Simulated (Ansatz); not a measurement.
PtSeS in space group P3m1 (No. 156; Pt on 1b, Se on 1a, S on 1c) at seven volumes, DFT-LDA in the program Ansatz with PAW potentials, shape and atoms relaxed at each. One row is withheld.

| V (Å³/atom) | P (GPa) |
|---|---|
| 16.208 | ? |
| 16.742 | 5.37 |
| 17.276 | 2.26 |
| 17.811 | 0.00 |
| 18.345 | -1.50 |
| 18.879 | -2.20 |
| 19.414 | -2.40 |

### Question
Fit the shown pressures and predict the withheld one.

### Answer
Third-order Birch–Murnaghan: P = (3/2)B₀(x^(7/2) − x^(5/2))[1 + (3/4)(B′ − 4)(x − 1)] with x = (V₀/V)^(2/3). Least squares on the six rows gives V₀ = 17.802 Å³/atom, B₀ = 59.04 GPa, B′ = 14.25. At V = 16.208, x = 1.0645 and P = 10.00 GPa. The run itself gave 9.47 GPa.

The first step of the workflow began from a Materials Project structure, measured or hypothetical; the Crystallography Open Database copy checked does not list it. With Se and S taken as one species the cell has the higher symmetry P-3m1, so it may be an ordered model of a mixed-site phase. Its standing as an ambient phase is unchecked. Symmetry was held in the LDA relaxation; whether a distortion lowers the energy is not shown. The run is not spin-polarised. A crystal of weakly bound layers computed without a dispersion correction: the cell and the soft elastic constants depend strongly on that. Scalar-relativistic: spin–orbit coupling is off unless named, which matters more the heavier the elements.

Potentials: the later of the program's two PAW sets.
